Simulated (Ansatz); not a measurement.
SiGe:
```
CELL_PARAMETERS angstrom
      3.90426     0.00000     0.00000
     -1.95213     3.38119     0.00000
      0.00000     0.00000     6.45402
ATOMIC_POSITIONS crystal
  Si 0.66667 0.33333 0.87448
  Si 0.33333 0.66667 0.37448
  Ge 0.66667 0.33333 0.50052
  Ge 0.33333 0.66667 0.00052
```

Relaxed with r²SCAN.

Map the electron localisation function on the plane through (0.667, 0.333, 0.874) spanned by u = [0, 0, 1] and v = [1, -1, 0] in lattice vectors, from r²SCAN in the plane-wave PAW code Ansatz.

x is the fraction of u, y of v (the angle between them is 90°; rows are the nearest grid lines); atoms in the plane: Si at (0.00, 0.00), Si at (0.50, 0.67), Ge at (0.63, 0.00), Ge at (0.13, 0.67).
```
y \ x   0.000  0.0938  0.188  0.281  0.375  0.469  0.531  0.625  0.719  0.812  0.906   1.00
------  -----  ------  -----  -----  -----  -----  -----  -----  -----  -----  -----  -----
1.00    0.641   0.270  0.377  0.038  0.104  0.341  0.209  0.752  0.218  0.879  0.719  0.641
0.912   0.641   0.844  0.552  0.075  0.157  0.550  0.439  0.212  0.376  0.784  0.676  0.641
0.853   0.901   0.896  0.630  0.251  0.342  0.797  0.835  0.605  0.474  0.474  0.607  0.901
0.765   0.558   0.337  0.340  0.647  0.748  0.628  0.838  0.835  0.370  0.065  0.348  0.558
0.706   0.354   0.020  0.086  0.674  0.884  0.257  0.293  0.540  0.251  0.027  0.251  0.354
0.618   0.354   0.035  0.120  0.674  0.872  0.218  0.244  0.533  0.237  0.026  0.238  0.354
0.529   0.478   0.382  0.354  0.543  0.563  0.496  0.609  0.555  0.156  0.027  0.160  0.478
0.471   0.312   0.400  0.308  0.217  0.225  0.347  0.420  0.303  0.077  0.022  0.081  0.312
0.382   0.044   0.051  0.033  0.016  0.020  0.041  0.052  0.042  0.020  0.012  0.021  0.044
0.294   0.037   0.039  0.023  0.011  0.014  0.030  0.040  0.037  0.020  0.012  0.020  0.037
0.235   0.187   0.172  0.067  0.020  0.028  0.108  0.181  0.191  0.109  0.066  0.100  0.187
0.147   0.552   0.597  0.265  0.035  0.068  0.398  0.473  0.372  0.393  0.521  0.480  0.552
0.0882  0.318   0.618  0.388  0.040  0.095  0.427  0.367  0.196  0.372  0.793  0.642  0.318
0.000   0.641   0.270  0.377  0.038  0.104  0.341  0.209  0.752  0.218  0.879  0.719  0.641
```

The density is the valence pseudo-density with augmentation charge, so density and ELF within about 1 Å of a nucleus are not all-electron values.

Space group P6_3mc (wurtzite). The first step of the workflow began from a Materials Project structure, measured or hypothetical; the Crystallography Open Database copy checked does not list it. Its standing as an ambient phase is unchecked. The r²SCAN relaxation kept the symmetry of its start; its stability against distortions is not shown here.

Potentials: the later of the program's two PAW sets.
